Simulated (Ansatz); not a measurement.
BiTe, one cell by several methods

```yaml
crystal:
  lattice:
    - [0.00000, 3.23500, 3.23500]
    - [3.23500, 0.00000, 3.23500]
    - [3.23500, 3.23500, 0.00000]
  atoms:
    - { symbol: Bi, position: [0.00000, 0.00000, 0.00000] }
    - { symbol: Te, position: [0.50000, 0.50000, 0.50000] }
```

Atom numbers follow the list: Bi1, Te2.

The cell is COD entry 9008604, as deposited and not checked against the literature; nothing was relaxed.

Spin–orbit coupling is left out, though it moves levels of the heavy atoms by tenths of an eV or more.

Levels of theory: DFT, PBE, PAW with Ansatz's default frozen-core files, scalar-relativistic (Ansatz 0.2.0); DFT, PBE, all-electron LAPW, scalar-relativistic (Ansatz 0.2.0).

For PAW: a Γ-centred 10×10×10 k mesh, Fermi–Dirac smearing of 0.08 eV, cutoff 420 eV, no spin polarisation. LAPW targets a basis error of 0.5 meV/atom. The Ansatz runs share mesh, smearing and spin set-up. Plane-wave (PAW) pressures include the program's estimate of the Pulay term.

Stress and pressure are positive in compression.

Levels count from the Fermi level.

PAW results:

```
                      quantity     PAW
                pressure (GPa)    0.79
highest filled level at Γ (eV)  -2.555
  lowest empty level at Γ (eV)   2.146
highest filled level at W (eV)  -0.260
  lowest empty level at W (eV)   3.934
highest filled level at X (eV)  -4.022
  lowest empty level at X (eV)   2.240
```

(1) What does all-electron LAPW give for the same quantities?

## Answers

(1) 
```
                      quantity    LAPW
                pressure (GPa)    0.81
highest filled level at Γ (eV)  -2.554
  lowest empty level at Γ (eV)   2.146
highest filled level at W (eV)  -0.260
  lowest empty level at W (eV)   3.934
highest filled level at X (eV)  -4.022
  lowest empty level at X (eV)   2.240
```
